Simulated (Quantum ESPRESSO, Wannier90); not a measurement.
## Wannierisation of Cs2O2 (Immm)

```xyz
4
Lattice="-4.3337 0.0000 0.0000 -2.1669 -3.2187 3.7788 -2.1669 3.2187 3.7788" Properties=species:S:1:pos:R:3 pbc="T T T"
Cs     0.0000     0.0000     1.9163
Cs     0.0000     0.0000    -1.9163
O      0.0000    -2.4642     0.0000
O      0.0000     2.4642     0.0000
```

Materials Project entry mp-7896; symmetrised, unrelaxed at this level. Not found in the COD (Crystallography Open Database) copy used; not checked further. Computed values, not measurements, from PBEsol: Quantum ESPRESSO (norm-conserving PseudoDojo potentials, cutoff 68 Ry, no spin polarisation, no spin-orbit coupling) on a Γ-centred 8×8×8 mesh, then Wannier90. Density: 8×8×8 mesh, cold smearing 0.01 Ry. Spin-orbit coupling is left out although heavy elements are present.

Bands 3-4,11-15 form an isolated set from -20.37 to 0.00 eV relative to the valence-band maximum (on the path) and are turned into 7 Wannier functions by minimising the spread from the start: SCDM (isolated). Bands 5–10 (Cs 5p 95 %) lie between the kept ones and are excluded.

**Question.** Where do the functions sit, how wide are they and what are they made of?

**Answer.** 
| functions | spread (Å²) | nearest atom, distance (Å) | second atom, distance (Å) | weight on atomic waves |
|---|---|---|---|---|
| 4 | 1.42 | O 0.33 | O 1.58 | O 2p 64 %, O 2s 28 % |
| 2 | 1.46 | O 0.32 | O 1.55 | O 2p 64 %, O 2s 27 % |
| 1 | 1.58 | O 0.75 | O 0.75 | O 2p 80 %, O 2s 13 % |

Ω_I = 9.75 Å², Ω_total = 10.18 Å²; the interpolated bands follow pw.x to 0.1 meV rms on the path. Only this start was tried; a symmetric start can stop on a saddle, and mixtures of these functions could lower the total by at most Ω_total − Ω_I.
